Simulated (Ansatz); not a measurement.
Values for one crystal, relaxed and computed with PBE (plane waves, PAW; program Ansatz); other levels are named.

| Item | Result |
|---|---|
| Volume per atom | 11.28 Å³ |
| Electronic character | metallic (no gap) |
| Formation energy from the elements (no fitted shifts) | -544 meV/atom |
| Density of states at the Fermi level | 0.37 states/eV per atom (mean over ±0.08 eV) |
| Bulk modulus (Birch–Murnaghan fit) | 300 GPa |
| Pressure derivative B′ | 4.2 |

### Question
Pick the material that matches.
A. NbC, rock salt
B. NbP, CsCl type
C. HgTe, P-6m2 (Hg on 1a, Te on 1f)
D. InSb, zinc blende

### Answer
A, NbC, rock salt

Space group Fm-3m (rock salt). Symmetry was held in the PBE relaxation. The run is not spin-polarised. The references are the lowest solids computed at this level, not always the standard phases. Spin–orbit coupling is left out wherever it is not named.

Potentials: the later of the program's two PAW sets.
